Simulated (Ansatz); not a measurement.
FeF₃ (ReO3-type structure)

Method: PBEsol, scalar-relativistic; collinear spin; PAW, 420 eV, 8×8×8 k-mesh, Gaussian smearing of 0.05 eV; code Ansatz. The datasets are Ansatz's generated set soft_2.

```
Fe F
1.0
     3.85947    0.00000    0.00000
     0.00000    3.85947    0.00000
     0.00000    0.00000    3.85947
Fe F
1 3
Direct
  0.00000 0.00000 0.00000
  0.50000 0.00000 0.00000
  0.00000 0.00000 0.50000
  0.00000 0.50000 0.00000
```

The start was a prototype's sites filled with these elements. The Crystallography Open Database lists the compound in space groups R-3c, Fd-3m, so this is a trial structure. The ideal cubic cell shuts out tilts of the octahedra, which such structures often take.

Magnetic state: ferromagnetic, site spin moments Fe 3.86; F 0.20 μB.

The cell above was scaled in volume, its shape and atoms being fixed by the lattice's symmetry. Energies are counted from the cell above.

| V (Å³/atom) | ΔE (meV/atom) | P (GPa) | largest moment (μB) |
| --- | --- | --- | --- |
| 13.80 | 4.2 | 3.0 | 3.65 |
| 14.08 | 0.8 | 0.8 | 3.69 |
| 14.37 | 0.0 | 0.1 | 3.86 |
| 14.66 | 1.2 | -1.7 | 3.89 |
| 14.95 | ? | ? | ? |

Question: Fill in the withheld row.

Answer: ΔE (meV/atom): 5.9, P (GPa): -3.4, largest moment (μB): 3.91.

Question: Can a bulk modulus be trusted from these points?

Answer: No. The energies are smooth (scatter 0.13 meV/atom), but the fit's B0′ of -8.3 is out of the usual range: the curve is too flat or too lopsided over this range, or mesh noise enters, and a third-order form can't fix it.

The moment grows with the volume: wider spacing narrows the bands, and exchange then polarises them more fully.

The run wasn't fully tested for a lower electronic state. Site moments are of spin, integrated over atomic spheres. No antiparallel order was tried. The run is a metal.
